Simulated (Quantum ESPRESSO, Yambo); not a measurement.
## Quasiparticle gap of RbBH4

RbBH$_{4}$ is modelled in the cubic space group F-43m (No. 216), Pearson symbol cF24. Cell: a = b = c = 6.906 Å, α = β = γ = 90.00°. H on 16e is coordinated by 1 B at 1.225 Å and 3 Rb at 2.922 Å (tetrahedral). B on 4b is surrounded by 4 H at 1.225 Å and 6 Rb at 3.453 Å. Rb on 4a has 12 H at 2.922 Å and 6 B at 3.453 Å. (Neighbours: up to the widest gap in distance over summed covalent radii, below 1.35, at either atom; cation-cation contacts left out.)
(The calculation used a cell of 6 atoms; values per cell refer to that cell.)

The geometry is that of Materials Project entry mp-1219553, symmetrised and not relaxed again.

Starting point: PBEsol (pw.x of Quantum ESPRESSO, ONCV potentials, with spin-orbit coupling). G0W0 in Yambo: 4×4×4 Γ-centred k mesh, 162 bands and a 6 Ry block in the screening, 162 bands in G with the Bruneval-Gonze terminator, plasmon pole fitted at 27.2 eV.

```yaml
PBEsol gap along the band path: 5.90 eV
PBEsol gap between the mesh's edge points (Γ → X): 5.90 eV
G0W0 gap between the same points: 8.94 eV
PBEsol smallest direct gap on the mesh (at X): 6.00 eV
G0W0 direct gap at that point: 9.05 eV
```

```csv
k point,band,E PBEsol (eV),E QP (eV),shift (eV),Z
Γ,VB,0.00,-2.03,-2.03,0.82
Γ,CB,6.16,7.17,1.00,0.87
L,VB,-0.26,-2.31,-2.05,0.82
L,CB,7.19,8.09,0.90,0.87
X,VB−2,-0.12,-2.17,-2.05,0.82
X,VB−1,-0.10,-2.15,-2.04,0.82
X,VB,-0.10,-2.15,-2.04,0.82
X,CB,5.90,6.90,1.00,0.88
X,CB+1,5.90,6.90,1.00,0.88
W,VB,-0.15,-2.20,-2.05,0.82
W,CB,7.17,8.03,0.86,0.88
```

Energies count from the PBEsol valence-band maximum.

Nearest settings tried, and what they do to the gap: 102 bands in W, 102 bands in G: -6 meV; 3 Ry block (65 vectors against 169): -208 meV. Not varied: mesh. So the settings aren't converged at that level.

The structure is a Materials Project entry; no match was found in the copy of COD used, and its stability was not checked.
